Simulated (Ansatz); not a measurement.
A geometry of ZnSnN2 away from equilibrium: step 2 of the relaxation of a generated cell, ZnSnN2 built in the beta-NaFeO2 structure type. All values below come from PBEsol (plane waves to 420 eV, PAW, scalar-relativistic; Ansatz, a first-principles code). Γ-centred k-mesh 3×3×4 on the run's cell (coarser than for final values), Fermi–Dirac smearing 0.05 eV.

```yaml
crystal:
  lattice:
    - [5.87350, 0.00000, 0.00000]
    - [0.00000, 6.79969, 0.00000]
    - [0.00000, 0.00000, 5.48896]
  atoms:
    - { symbol: Zn, position: [0.08355, 0.62578, 0.99892] }
    - { symbol: Zn, position: [0.91645, 0.37422, 0.49892] }
    - { symbol: Zn, position: [0.58355, 0.87422, 0.99892] }
    - { symbol: Zn, position: [0.41645, 0.12578, 0.49892] }
    - { symbol: Sn, position: [0.08713, 0.12503, 0.00104] }
    - { symbol: Sn, position: [0.91287, 0.87497, 0.50104] }
    - { symbol: Sn, position: [0.58713, 0.37497, 0.00104] }
    - { symbol: Sn, position: [0.41287, 0.62503, 0.50104] }
    - { symbol: N, position: [0.07691, 0.12046, 0.37648] }
    - { symbol: N, position: [0.92309, 0.87954, 0.87648] }
    - { symbol: N, position: [0.57691, 0.37954, 0.37648] }
    - { symbol: N, position: [0.42309, 0.62046, 0.87648] }
    - { symbol: N, position: [0.08274, 0.63002, 0.38355] }
    - { symbol: N, position: [0.91726, 0.36998, 0.88355] }
    - { symbol: N, position: [0.58274, 0.86998, 0.38355] }
    - { symbol: N, position: [0.41726, 0.13002, 0.88355] }
```

Question: Which atoms carry the largest force, and which way does it point?

Answer: 0.94 eV/Å, on N13, N14, N15, N16 (atoms numbered as listed); on N13 its components are (-0.26, -0.70, -0.57).

Question: What is the pressure?

Answer: -1.6 GPa, compression positive.

No spin polarisation in the result.

The run could not lose the symmetry of its start.

The first start was generated by placing the elements on the sites of a structure type. Materials Project lists a structure of ZnSnN2 in the same space group, Pna2₁ (No. 33); the sites were not compared with it, nor with measured phases.
